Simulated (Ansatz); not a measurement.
The start is a randomly generated symmetric cell of Te2Mo (space group No. 71). Cell shape, volume and atoms are optimised at zero target pressure with PBEsol (plane waves to 420 eV, PAW, scalar-relativistic; Ansatz, a quantum-chemistry and plane-wave program). First-step values are on the input's coarse k-mesh.

Ansatz input (later rounds restart from its end on a renewed k-mesh):
Ansatz 0.2 input:
```yaml
crystal:
  lattice:
    - [-2.9341756, 4.9212704, 5.4149567]
    - [2.9341756, -4.9212704, 5.4149567]
    - [2.9341756, 4.9212704, -5.4149567]
  atoms:
    - { symbol: Mo, position: [0.5, 0, 0.5] }
    - { symbol: Mo, position: [0.16325009, 0, 0.16325009] }
    - { symbol: Mo, position: [0.83674991, 0, 0.83674991] }
    - { symbol: Te, position: [0.5, 0.5, 0.5] }
    - { symbol: Te, position: [0, 0.5, 0] }
    - { symbol: Te, position: [0, 0, 0.5] }
    - { symbol: Te, position: [0.5, 0, 0] }
    - { symbol: Te, position: [0.74958977, 0.5, 0.24958977] }
    - { symbol: Te, position: [0.25041023, 0.5, 0.75041023] }
basis: { ecutwfc: 420, ecutrho_ratio: 4, xc_grid: 2, fft_grid_basis: typed }
kpoints: { mp_grid: { grid: [5, 5, 5] } }
hamiltonian:
  xc: pbesol
  dispersion: none
  pseudopotentials: { kind: paw }
scf: { occupations: { method: fermi_dirac, width: 0.05 } }
relax: { f_tol: 0.01, max_steps: 100, cell: { stress_tol: 0.02 } }
output: { forces: true, stress: true }
```

Q: Which atoms feel the largest initial force, and how large is it?

A: About 0.4 eV/Å, on Mo2, Mo3 (atoms numbered as listed).

Q: How much energy is released per atom?

A: 0.75 eV/atom.

Q: How do the shortest distances between atoms change?

A: The closest pairs of elements (up to four, under 3.6 Å), start → end: Mo–Mo 3.21 → 2.35 Å; Te–Te 2.93 → 3.01 Å; Mo–Te 3.06 → 3.07 Å.

Q: Write out the relaxed structure.

A: 
Space group Immm (No. 71); a = 6.131 Å, b = 7.101 Å, c = 10.369 Å, α = 90.00°, β = 90.00°, γ = 90.00°

```tsv
atom	site	symmetry	x	y	z
Mo	2d	mmm	0.0000	0.5000	0.0000
Mo	4g	m2m	0.0000	0.1694	0.0000
Te	8k	-1	0.2500	0.2500	0.2500
Te	4h	m2m	0.5000	0.2435	0.0000
```
(The calculation used a cell of 9 atoms; values per cell refer to that cell.)

The space group stays Immm (No. 71) (the run could not lower it), with 9 atoms in the primitive cell. Final values are on a 10×10×10 k-mesh of the relaxed cell. No spin polarisation in the result. A magnetic state may lie lower.

The run could not lose the symmetry of its start, so the end can be a saddle point.

The relaxed structure here is a generated cell of Te2Mo: the first start was made by a random draw of sites in a space group, and the end was not matched to a known phase here, so it may be hypothetical. Known forms of Te2Mo include space group No. 194.
